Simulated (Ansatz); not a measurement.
The start is a relaxed Sn cell displaced along its unstable phonon at q = Γ (34i cm⁻¹), largest move 0.15 Å. Cell shape, volume and atoms are optimised at zero target pressure with PBE (plane waves to 420 eV, PAW, scalar-relativistic; Ansatz, a quantum-chemistry and plane-wave program). First-step values are on the input's coarse k-mesh.

Ansatz input (later rounds restart from its end on a renewed k-mesh):
Ansatz 0.2 input:
```yaml
crystal:
  lattice:
    - [5.4859742544, 0, 0]
    - [-2.7429871272, 4.7509930688, 0]
    - [0, 0, 3.2191809059]
  atoms:
    - { symbol: Sn, position: [0, 0, -0.0465957038] }
    - { symbol: Sn, position: [0.3333333333, 0.6666666667, 0.5232978519] }
    - { symbol: Sn, position: [0.6666666667, 0.3333333333, 0.5232978519] }
basis: { ecutwfc: 420, ecutrho_ratio: 4, xc_grid: 2, fft_grid_basis: typed }
kpoints: { mp_grid: { grid: [7, 7, 10] } }
hamiltonian:
  xc: pbe
  dispersion: none
  pseudopotentials: { kind: paw }
scf: { occupations: { method: fermi_dirac, width: 0.05 } }
relax: { f_tol: 0.01, max_steps: 100, cell: { stress_tol: 0.02 } }
output: { forces: true, stress: true }
```

* **Largest initial force**: 0.08 eV/Å, on Sn1 (atoms numbered as listed)
* **Energy released**: 0.03 eV/atom
* **Volume change**: +1.8 %, from 27.97 to 28.46 Å³/atom
* **Shortest distances (start → end)**: The closest pairs of elements (up to four, under 3.6 Å), start → end: Sn–Sn 3.17 → 3.08 Å
* **Optimiser moves**: 14

It ends as:

```cif
data_Sn
_chemical_formula_sum 'Sn1'
_space_group_name_H-M_alt 'P6/mmm'
_space_group_IT_number 191
_space_group_name_Hall '-P 6 2'
_cell_length_a 3.26578
_cell_length_b 3.26578
_cell_length_c 3.08157
_cell_angle_alpha 90.000
_cell_angle_beta 90.000
_cell_angle_gamma 120.000
loop_
_atom_site_label
_atom_site_type_symbol
_atom_site_symmetry_multiplicity
_atom_site_Wyckoff_symbol
_atom_site_fract_x
_atom_site_fract_y
_atom_site_fract_z
_atom_site_occupancy
Sn1 Sn 1 a 0.00000 0.00000 0.00000 1
```

Final values are on a 16×16×15 k-mesh of the relaxed cell. No spin polarisation in the result.

The run could not lose the symmetry of its start, so the end can be a saddle point.

The relaxed structure here is a generated cell of Sn: the first start was made by placing the elements on the sites of a structure type, and the end was not matched to a known phase here, so it may be hypothetical. Known forms of Sn include space group No. 141, 227.
